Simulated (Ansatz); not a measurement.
**Convergence of VN₂ with the plane-wave cutoff**

These are results of DFT PBEsol, scalar-relativistic, plane waves, PAW (Ansatz), not measurements.

```
V N
1.0
    -2.15075    2.15075    2.49135
     2.15075   -2.15075    2.49135
     2.15075    2.15075   -2.49135
V N
2 4
Direct
  0.25000 0.25000 0.00000
  0.75000 0.75000 0.00000
  0.11510 0.61510 0.73020
  0.61510 0.88490 0.50000
  0.88490 0.38490 0.26980
  0.38490 0.11510 0.50000
```

| Item | Value |
| --- | --- |
| Γ-centred k-mesh | 12×12×12 |
| occupation rule | Gaussian smearing, 0.1 eV |
| spin treatment | unpolarised |
| valence charge of the PAW sets | V 13, N 5 |

The atoms are held and the plane-wave cutoff is swept. Energies are extrapolated to zero smearing and count from the reference run, 850 eV. The cell isn't necessarily relaxed at this level. Pressure is positive in compression and holds a correction for the finite cutoff (Pulay stress).

Times are rough; the reference took 32 s on 1 thread of Intel(R) Xeon(R) Platinum 8259CL CPU @ 2.50GHz (Skylake/Cascade Lake), with other jobs on the host, peak memory 0.75 GiB.

(1) One run gave ΔE = 4.29 meV/atom and P = -11.60 GPa. Which plane-wave cutoff did it use, of 150, 200, 250, 300, 350, 380, 420, 460, 520, 600, 700?

## Answers

(1) 420 eV. All runs:

| cutoff (eV) | ΔE (meV/atom) | P (GPa) | largest change of a force component (eV/Å) | plane waves at Γ | wall time (s) |
| --- | --- | --- | --- | --- | --- |
| 150 | 15454 | 43.97 | 3.798 | 185 | 5.8 |
| 200 | 4388 | -33.76 | 2.302 | 305 | 6.5 |
| 250 | 1192 | -13.43 | 0.831 | 403 | 8 |
| 300 | 264 | -10.27 | 0.091 | 547 | 9.7 |
| 350 | 49.0 | -10.91 | 0.019 | 675 | 11 |
| 380 | 17.1 | -11.42 | 0.006 | 771 | 20 |
| 420 | 4.29 | -11.60 | 0.001 | 873 | 20 |
| 460 | 1.35 | -11.63 | 0.001 | 1041 | 20 |
| 520 | 0.67 | -11.65 | 0.001 | 1257 | 22 |
| 600 | 0.37 | -11.66 | 0.000 | 1561 | 25 |
| 700 | 0.10 | -11.66 | 0.000 | 2003 | 34 |
| 850 | 0.00 | -11.66 | 0.000 | 2619 | 32 |

1 further run of this set didn't finish or converge.